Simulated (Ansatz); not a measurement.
**Course of a relaxation: Al3B2As**

The cell of Al3B2As is invented: random cell by space group and Wyckoff sites (P-62m, No. 189). Lengths were set from tabulated atomic sizes, so they are only a guess.

```
Al B As
1.0
     4.85845    0.00000    0.00000
    -2.42923    4.20754    0.00000
     0.00000    0.00000    4.41484
Al B As
3 2 1
Cartesian
  3.7392 0.0000 2.2074
  -1.8696 3.2382 2.2074
  0.5596 0.9693 2.2074
  0.0000 2.8050 2.2074
  2.4292 1.4025 2.2074
  0.0000 0.0000 0.0000
```

All numbers below come from Ansatz, DFT PBE, scalar-relativistic, plane waves, PAW. Cutoff 420 eV, Gaussian smearing, Γ-centred meshes. Cell and atoms relax first on a coarse mesh and then on a finer one. In between, the cell is made exact in the group found at 0.06 Å. In metals the finer mesh still leaves noise of several meV/atom or more. The steps can't lower the symmetry of their start. No spin polarisation.

Steps on the 6×6×4 mesh (6 atoms, 18 steps). The free energy counts from the last step; some steps are skipped; the plane-wave basis is renewed at times, which shifts energy and pressure.

```csv
step,ΔF (meV/atom),V (Å³/atom),P (GPa),largest force component (eV/Å)
1,2039.2,15.04,59.91,12.783
2,1098.6,16.77,31.67,4.256
4,481.4,20.08,5.50,1.332
5,353.0,20.65,0.90,0.417
6,306.4,20.48,-0.52,0.565
8,226.0,19.48,-1.49,0.314
9,216.3,18.68,-0.32,0.033
10,216.0,18.70,-0.12,0.031
11,172.6,18.70,1.82,0.003
13,86.8,19.08,-3.49,0.626
14,16.8,18.20,-2.74,0.129
15,6.9,16.72,1.98,0.042
17,0.7,17.28,-0.15,0.005
18,0.0,17.28,-0.07,0.008
```

The relaxed structure, after a last relaxation on the converged mesh:

```
CELL_PARAMETERS angstrom
6.50737 0.00000 0.00000
-3.25369 5.63555 0.00000
0.00000 0.00000 2.81656
ATOMIC_POSITIONS crystal
Al 0.64434 0.00000 0.50000
Al 0.00000 0.64434 0.50000
Al 0.35566 0.35566 0.50000
B 0.33333 0.66667 0.50000
B 0.66667 0.33333 0.50000
As 0.00000 0.00000 0.00000
```

The symmetry stays P-62m (No. 189). The volume per atom grows by 14.5 %, from 15.0 to 17.2 Å³. The shortest distance goes from 1.92 Å (Al–B) to 2.10 Å (Al–B). The ratio c/a of the conventional cell changes by a factor of 0.48. The energy falls by about 2.0 eV/atom (the start's value is from the coarse mesh). The end is written in a standard setting, so origin, axes and order of atoms can differ from the start's. Around Al lie 2 B at 2.10 Å and 2 As at 2.71 Å; B has 3 Al at 2.10 Å; As is surrounded by 6 Al at 2.71 Å and 2 As at 2.82 Å.

For Al3B2As, the volume per atom is 17.22 Å³. The density is 2.85 g/cm³. The formation energy is +0.59 eV/atom and the gap on the 6×6×14 mesh of the 6-atom cell is 0 eV (a metal).

Formation energies are uncorrected and refer to the elements' standard structures at the same level.

The last run used Gaussian smearing of 0.10 eV. The reference form of As is held partly by dispersion forces, which this level lacks. A structure relaxed within its symmetry needn't be a true minimum. In all, the 4 runs took 3.8 min on 1 thread of Arm Neoverse V1, with other jobs on the host. Another cell of Al3B2As relaxed alike, in C2, lies 0.50 eV/atom lower, so this cell isn't the stable form at this level.
